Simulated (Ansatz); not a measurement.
Here is the system:

Ir:
```
CELL_PARAMETERS angstrom
      0.00000     2.75315     2.75315
      2.75315     0.00000     2.75315
      2.75315     2.75315     0.00000
ATOMIC_POSITIONS crystal
  Ir 0.00000 0.00000 0.00000
  Ir 0.25000 0.25000 0.25000
```

This is the PBEsol-relaxed structure.

Task: All from plane-wave PAW PBEsol (Ansatz code), unless another level is named. Predict the bulk modulus (Birch–Murnaghan fit).

Result: 206 GPa.

Task: And the highest zone-centre frequency?

Result: 26.8 meV.

Space group Fd-3m (diamond). The start of the workflow was typed in or built on a structure type; neither database checked (COD, Materials Project) lists it. It is not the phase usual at ambient conditions (space group No. 225). Symmetry was held in the PBEsol relaxation; of distortions, only those at the zone centre were tested. The run is not spin-polarised. Scalar-relativistic: spin–orbit coupling is off unless named, which matters more the heavier the elements.

Potentials: the later of the program's two PAW sets.
